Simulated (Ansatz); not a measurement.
Put ScZnF₂ in P4/mmm (No. 123): Sc on 1d; Zn on 1a; F on 2f. The guess for ScZnF₂ was made by a generator: perovskite family, infinite layers (A site Sc; B site Zn; X site F).

Method: DFT PBE, scalar-relativistic, plane waves, PAW in Ansatz 0.2.0. Cutoff 420 eV, Γ-centred mesh, Gaussian smearing, no spin polarisation.

Formation energies are uncorrected and refer to the elements' standard structures at the same level (F₂ as a molecule).

Question: Predict the relaxed structure.

Answer:

Space group P4/mmm (No. 123). a = 4.474 Å, b = 4.474 Å, c = 2.823 Å, α = 90.00°, β = 90.00°, γ = 90.00°
```csv
atom,site,symmetry,x,y,z
Sc,1d,4/mmm,0.5000,0.5000,0.5000
Zn,1a,4/mmm,0.0000,0.0000,0.0000
F,2f,mmm.,0.5000,0.0000,0.0000
```

Sc has 8 F at 2.65 Å and 2 Sc at 2.82 Å; Zn has 4 F at 2.24 Å; F has 2 Zn at 2.24 Å and 4 Sc at 2.65 Å. Another local minimum with the same sites may exist.

Question: And its energy and gap?

Answer: The formation energy is −1.59 eV/atom and the gap on the 10×10×16 mesh of the 4-atom cell is 0 eV (a metal). Whether it is stable depends on the other phases of the system, which aren't compared here.

The last run used Gaussian smearing of 0.10 eV. An odd number of electrons in the primitive cell allows no gap without spin; a larger cell or a magnetic state could open one. A structure relaxed within its symmetry needn't be a true minimum.
